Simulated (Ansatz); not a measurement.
Relaxed-ion elastic tensor of Nb (bcc (W type), Im-3m) in GPa (Voigt order), LDA in the plane-wave PAW code Ansatz; density 9.01 g/cm³, 17.13 Å³ per atom.

```
 276   148   148   0.0   0.0   0.0
 148   276   148   0.0   0.0   0.0
 148   148   276   0.0   0.0   0.0
 0.0   0.0   0.0  10.7   0.0   0.0
 0.0   0.0   0.0   0.0  10.7   0.0
 0.0   0.0   0.0   0.0   0.0  10.7
```

**Question.** Is the crystal mechanically stable?

**Answer.** Yes: the smallest eigenvalue of C is 10.7 GPa.

**Question.** Work out the Voigt, Reuss and Hill averages.

**Answer.** K_V = 191, K_R = 191, K_H = 191; G_V = 31.9, G_R = 16.0, G_H = 24.0 GPa.

**Question.** Give Young's modulus, Poisson's ratio, Pugh's ratio and the universal anisotropy index.

**Answer.** E = 9KG/(3K + G) = 69.1 GPa; ν = 0.44; K/G = 7.94 (ductile by the Pugh limit of 1.75); A_U = 5G_V/G_R + K_V/K_R − 6 = 4.95.

**Question.** Estimate the sound speeds and the Debye temperature.

**Answer.** v_l = √((K + 4G/3)/ρ) = 4970 m/s, v_t = √(G/ρ) = 1630 m/s, mean 1860 m/s; Θ = (h/k)(3n/4πV)^(1/3) v_m = 215 K.

**Question.** Give the Zener ratio and Young's modulus along [100], [110] and [111].

**Answer.** A = 2C44/(C11 − C12) = 0.17; 1/E = S11 − 2(S11 − S12 − S44/2)Γ with Γ = 0, 1/4, 1/3 gives 172, 39.6, 31.5 GPa.

**Question.** Solve the Christoffel equation for the three sound speeds along [100], [110], [111].

**Answer.** Eigenvalues of C_ijkl n_j n_l equal ρv². In km/s, slowest first: [100] 1.09, 1.09, 5.53; [110] 1.09, 2.66, 4.97; [111] 2.26, 2.26, 4.77.

The cell was relaxed with LDA under the symmetry of its start. The run is not spin-polarised. As this level gives no gap, shear constants depend on the k-mesh and smearing (Fermi–Dirac, 0.1 eV here).

Potentials: the later of the program's two PAW sets.
